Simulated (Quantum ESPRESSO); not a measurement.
## InGa2AlP4 (a curve over one atom's position)

Simulated, not a measurement. The program is pw.x of Quantum ESPRESSO 7.5 (plane-wave density functional theory). The cell is made up: 8 atoms on a zincblende/diamond lattice, with randomly drawn elements, strain and displacements, not relaxed. PseudoDojo standard norm-conserving files (v0.5 for PBE, v0.4.1 for LDA and PBEsol) set the functional; there is no spin polarisation, spin-orbit coupling or dispersion term, and the masses in the input are unused placeholders.

Seven runs move atom 1 (In, counted in the order of the input) along x and keep all else fixed.

Input of the run at +0.0067:

```
&control calculation='scf', pseudo_dir='./dojo.nc.sr.pbe.v0_5.standard.upf', outdir='./o', disk_io='medium', tprnfor=.true., tstress=.true. /
&system ibrav=0, nat=8, ntyp=4, nbnd=37, ecutwfc=79.96652505, nosym=.true., tot_charge=0,
 occupations='smearing', smearing='fd', degauss=0.0018374661
/
&electrons conv_thr=7.350e-09, electron_maxstep=60, /
ATOMIC_SPECIES
Al 1.0 Al.upf
Ga 1.0 Ga.upf
In 1.0 In.upf
P 1.0 P.upf
CELL_PARAMETERS angstrom
5.3755 -0.0037 -0.0073
-0.0037 5.4753 -0.0073
-0.0073 -0.0073 5.5567
ATOMIC_POSITIONS angstrom
In 0.0813 0.06 0.0753
Ga -0.0496 2.7874 2.7796
Ga 2.687 -0.003 2.7478
Al 2.6387 2.8204 0.0676
P 1.3511 1.4911 1.3406
P 1.2668 4.0995 4.2623
P 4.1868 1.3365 3.9666
P 4.197 4.2272 1.4439
K_POINTS automatic
4 4 4 1 1 1
```

```
shift of atom 1 along x (Å)  free energy less that of the input shown (eV)  Fx on atom 1 (eV/Å)  Fy on atom 1 (eV/Å)  Fz on atom 1 (eV/Å)  pressure (GPa)  iterations
                    -0.1135                                         0.0152                1.013                1.685               -1.829           10.34          10
                    -0.0695                                        -0.0152                0.367                1.503               -1.688           10.34          10
                    -0.0348                                        -0.0190               -0.149                1.366               -1.586           10.37          10
                    -0.0116                                        -0.0116               -0.495                1.276               -1.522           10.40          10
                    +0.0067                                         0.0000               -0.768                1.207               -1.474           10.43          10
                    +0.0480                                         0.0444               -1.383                1.055               -1.375           10.54          10
                    +0.1146                                         0.1692               -2.359                0.819               -1.239           10.80          10
```

A cubic fit gives dFx/dx = -14.94 eV/Å² at zero shift. Across the table the free energy follows the integral of the force to within 0.1 meV. A rerun of one of the cells at 1377 eV and a 6 x 6 x 6 mesh moved values by no more than 0.008 eV in energy, 0.02 GPa in stress and 0.002 eV/Å in force.